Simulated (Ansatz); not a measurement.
## Notes on MnNi3

```
Ni Mn
1.0
     3.58765    0.00000    0.00000
     0.00000    3.58765    0.00000
     0.00000    0.00000    3.58765
Ni Mn
3 1
Cartesian
  0.0000 1.7938 1.7938
  1.7938 0.0000 1.7938
  1.7938 1.7938 0.0000
  0.0000 0.0000 0.0000
```

The numbers come from plane-wave PAW DFT (Ansatz): r2SCAN, no spin polarisation, 500 eV, 9×9×9 Γ-centred k points, gaussian occupations (width 0.0588 eV). Nothing was relaxed.

- Formation energy: 0.39 eV an atom against the elements' usual phases (free molecules for gases, crystals otherwise, with no correction for O₂ or N₂), so at this geometry it isn't bound against them. Relaxing would lower it.
- At the Fermi level: It is a metal, with about 11 states/eV a cell as the mean within 0.25 eV of the Fermi level, mostly Mn d (56 %) and Ni d (41 %).
- Charges: Bader charges in e: Mn +0.45, Ni -0.15. In the mean Mn gives up most and Ni takes most.
- Stress: The pressure is -20.5 GPa (compression positive), so with the atoms held at these fractions the cell would first shrink.

Origin: a database entry at a rescaled volume. Caveats: no spin polarisation, so a magnetic state may lie lower; atoms or cell far from equilibrium.
